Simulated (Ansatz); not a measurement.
Input file for Ansatz (a program for electronic structure):

Ansatz 0.2 input:
```yaml
crystal:
  lattice:
    - [3.1388435411, 0.0, 0.0]
    - [0.0, 3.1388435411, 0.0]
    - [0.0, 0.0, 3.1388435411]
  atoms:
    - { symbol: Pd, position: [0.0, 0.0, 0.0] }
    - { symbol: Mo, position: [0.5, 0.5, 0.5] }
kpoints:
  mp_grid: { grid: [27, 27, 27] }
hamiltonian:
  xc: r2scan
  pseudopotentials: { kind: paw }
scf:
  occupations: { method: fermi_dirac, width: 0.1 }
elastic: { mode: relaxed_ion, stencil: two_point, amplitude: 0.005, f_tol: 0.0005 }
```

Output (shortened):

```
Pseudopotential: Pd, paw, valence charge 18
Pseudopotential: Mo, paw, valence charge 14
Functional definition: r2SCAN
Crystal: 2 atoms, lattice volume = 30.925 Å³
Basis set: ecut = 500 eV, 751 PW (Γ), exchange–correlation on 96×96×96 points (64 copies of the dense FFT grid, shifted against one another)
Bands: 20, of which v1, the nominal top of the filled ones, is band 16 counted from 1 (15 counted from 0)
Symmetry: 48 space group operations
Space group: Pm-3m (ITA 221), of the structure as read, at distance tolerance 3.1e-5 Å
k-points: 560 of 19683
SCF 1 converged in 11 iterations: F = -11952.305774 eV  dr2 = 1.68e-14
Crystal: 2 atoms, lattice volume = 30.925 Å³
SCF 2 converged in 2 iterations: F = -11952.305774 eV  dr2 = 9.15e-14
Crystal: 2 atoms, lattice volume = 30.770 Å³
Symmetry: 16 space group operations
k-points: 1470 of 19683
SCF 3 converged in 11 iterations: F = -11952.305371 eV  dr2 = 2.23e-14
Crystal: 2 atoms, lattice volume = 31.080 Å³
SCF 4 converged in 9 iterations: F = -11952.305854 eV  dr2 = 3.27e-15
Crystal: 2 atoms, lattice volume = 30.925 Å³
Symmetry: 8 space group operations
k-points: 2744 of 19683
SCF 5 converged in 11 iterations: F = -11952.305541 eV  dr2 = 3.48e-14
Crystal: 2 atoms, lattice volume = 30.925 Å³
SCF 6 converged in 8 iterations: F = -11952.305541 eV  dr2 = 1.33e-14
SCF converged after 2 iterations
Free energy (F): -11952.305774 eV
Harris-Foulkes:  -11952.305774 eV  (|F-HF|=3.64e-12)
Internal energy: -11952.201465 eV  (E = F + TS)
E sigma→0 (E₀):  -11952.253619 eV
Entropy (-TS):   -0.104309 eV (-52.155 meV/atom)
Fermi energy:    20.345183 eV
--- Per-component energies (eV) ---
  E_band       = -235.442862
  E_kinetic    = 953.972522
  E_local      = -2649.545304  (includes V_loc(G=0)·N_el)
  E_nonlocal   = 358.843981
  E_hartree    = 1023.437316
  E_xc         = -338.407160
  E_vxc        = -488.852744  (∫ρ·V_xc dr)
  E_paw        = -6988.504903  (= ΣΔE_a)
  E_vpaw       = -491.194968  (= ΣTr[D̂ρ^β])
  E_aug_tail   = 0.000121  (compensation charges beyond the density's cutoff)
  E_vtau       = 34.458907  (kinetic-family band-sum trace: ∫τ·v_τ [+ j·A + Jᵃ·Aᵃ] dr)
  E_ewald      = -4311.324747
  E_core_change = -0.673290  (= ΣΔE_core)
  E_smearing   = -0.104309  (= −TS)
  E_closure    = 0.000000  (closes the sum)
  Σ components = -11952.305774   (vs F -11952.305774, Δ=0.00e0)
--- Forces (eV/Å), atoms counted from 1 ---
  atom   1  Pd     0.00000000     0.00000000     0.00000000
  atom   2  Mo     0.00000000     0.00000000     0.00000000
  max |Σ_I F_I| component: 0.0 eV/Å
--- Stress (GPa, compression-positive) ---
        0.249847       0.000000       0.000000
        0.000000       0.249847       0.000000
        0.000000       0.000000       0.249847
  P = ⅓ Tr σ = 0.2498 GPa (2.498 kbar)
--- Band table (eV; the first three rows and the last of 560) ---
  k-point 0: bands = ["-67.0897", "-42.7630", "-31.9539", "-31.9539", "-31.9539", "-15.9449", "-15.9449", "-15.9449", "12.4705", "14.2750", "14.2750", "16.9505", "16.9505", "16.9505", "20.1717", "20.1717", "22.6922", "22.6922", "22.6922", "29.3075"]
  k-point 1: bands = ["-67.0896", "-42.7627", "-31.9546", "-31.9539", "-31.9539", "-15.9490", "-15.9447", "-15.9447", "12.5000", "14.2882", "14.2957", "16.9484", "16.9484", "16.9579", "20.1481", "20.1817", "22.6331", "22.6331", "22.6787", "29.1924"]
  k-point 2: bands = ["-67.0895", "-42.7619", "-31.9566", "-31.9536", "-31.9536", "-15.9611", "-15.9443", "-15.9443", "12.5877", "14.3278", "14.3570", "16.9427", "16.9427", "16.9798", "20.0780", "20.2112", "22.4663", "22.4663", "22.6386", "28.8677"]
  k-point 559: bands = ["-67.0800", "-42.6949", "-31.9981", "-31.9980", "-31.9980", "-16.1802", "-16.1802", "-16.1800", "15.8780", "15.9017", "15.9017", "17.2491", "17.2491", "17.2703", "18.5032", "18.5032", "22.9749", "22.9749", "27.5163", "29.5307"]
--- Elastic constants: 2 strain directions × 2 members + reference (group order 48) ---
  dense FFT box of the reference and of every strained cell: 24×24×24
  strains applied: 11, 23; error gains: componentwise 1.00 (the most a stress slope's error grows in a printed constant), spectral 1.73 (1 for all six strains …
  C = ∂σ_k/∂η_j (tension-positive GPa; Voigt order 11 22 33 23 13 12):
        65.943    310.932    310.932      0.000      0.000      0.000
       310.932     65.943    310.932      0.000      0.000      0.000
       310.932    310.932     65.943      0.000      0.000      0.000
         0.000      0.000      0.000     95.847      0.000      0.000
         0.000      0.000      0.000      0.000     95.847      0.000
         0.000      0.000      0.000      0.000      0.000     95.847
  reference stress σ⁰ (GPa):     -0.250     -0.250     -0.250      0.000      0.000      0.000
  moduli (Voigt/Reuss/Hill, GPa): K = 229.27/229.27/229.27   G = 8.51/333.94/171.23   E = 411.29   ν = 0.201
  mechanically stable: NO (min eigenvalue of sym C = -244.99 GPa)
  strain η (Voigt 11):  stress-route row diagonal C_11 = 65.94 GPa, energy-path curvature d²(F+E_count+ΔE)/dδ²/Ω₀ = 65.90 GPa
         δ    σ_11 (GPa)             F (eV)   n_scf  n_hpsi   n_pw
    -5.000e-3      -0.5821      -11952.3053709      11  687920    804   relax 0 steps, max|allowed force component| 0.0 eV/Å
     5.000e-3       0.0774      -11952.3058541       9  586208    812   relax 0 steps, max|allowed force component| 0.0 eV/Å
  strain η (Voigt 23):  stress-route row diagonal C_44 = 95.85 GPa, energy-path curvature d²(F+E_count+ΔE)/dδ²/Ω₀ = 95.98 GPa
         δ    σ_23 (GPa)             F (eV)   n_scf  n_hpsi   n_pw
    -5.000e-3      -0.4792      -11952.3055409      11  1189569    806   relax 0 steps, max|allowed force component| 0.0 eV/Å
     5.000e-3       0.4792      -11952.3055409       8  1003313    806   relax 0 steps, max|allowed force component| 0.0 eV/Å
```

Cost: roughly 9 core-minutes on shared cores.

The start of the workflow was typed in or built on a structure type; neither database checked (COD, Materials Project) lists it. Its standing as an ambient phase is unchecked. The cell was relaxed with r²SCAN under the symmetry of its start. At this level the phase is mechanically unstable. No spin polarisation was allowed. Its formation energy is positive at this level, so the cell may be metastable or incomplete. As this level gives no gap, shear constants depend on the k-mesh and smearing (Fermi–Dirac, 0.1 eV here). Scalar-relativistic: spin–orbit coupling is off unless named, which matters more the heavier the elements.

Potentials: the later of the program's two PAW sets.

Ansatz is a plane-wave DFT program.
